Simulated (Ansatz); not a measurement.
Hf$_{2}$C:
```
CELL_PARAMETERS angstrom
      3.63471     0.00000     0.00000
      0.00000     3.63471     0.00000
      0.00000     0.00000     6.86051
ATOMIC_POSITIONS crystal
  Hf 0.00000 0.00000 0.00000
  Hf 0.50000 0.50000 0.00000
  Hf 0.50000 0.00000 0.36939
  Hf 0.00000 0.50000 0.63061
  C  0.50000 0.00000 0.72879
  C  0.00000 0.50000 0.27121
```

Relaxed with PBE. Special points in fractions of this cell's reciprocal vectors: Γ (0.000, 0.000, 0.000); X (0.000, 0.500, 0.000); M (0.500, 0.500, 0.000); Z (0.000, 0.000, 0.500); R (0.000, 0.500, 0.500); A (0.500, 0.500, 0.500).

Task: List the band energies nearest the Fermi level at these points for the program Ansatz at the PBE level (PAW).

Result: In eV from the Fermi level; about four levels below and three above (degenerate sets whole), none deeper than 8.9 eV; points with the same levels are listed once.

```json
[
 {"k": "Γ", "below": "-2.13 -2.12 -1.73 -0.98 -0.98", "above": "0.94 1.10 1.10"},
 {"k": "X", "below": "-1.41 -1.41 -0.07 -0.07", "above": "1.38 1.38 2.80 2.80"},
 {"k": "M", "below": "-0.48 -0.48 -0.13 -0.13", "above": "3.51 3.51 3.71 3.71"},
 {"k": "Z", "below": "-1.74 -1.46 -1.46 -1.06", "above": "0.02 0.78 0.78"},
 {"k": "R", "below": "-2.73 -2.73 -1.26 -1.26", "above": "0.67 0.67 1.28 1.28"},
 {"k": "A", "below": "-0.88 -0.88 -0.77 -0.77", "above": "3.43 3.43 4.05 4.05"}
]
```

Space group P4/nmm. The cell is a constructed one: a structure type filled with these elements; neither database checked (COD, Materials Project) lists it. Whether it is the stable phase at ambient conditions was not checked. Symmetry was held in the PBE relaxation; its stability against distortions is not shown here. No spin polarisation was allowed. Scalar-relativistic: spin–orbit coupling is off unless named, which matters more the heavier the elements.

Potentials: the later of the program's two PAW sets.
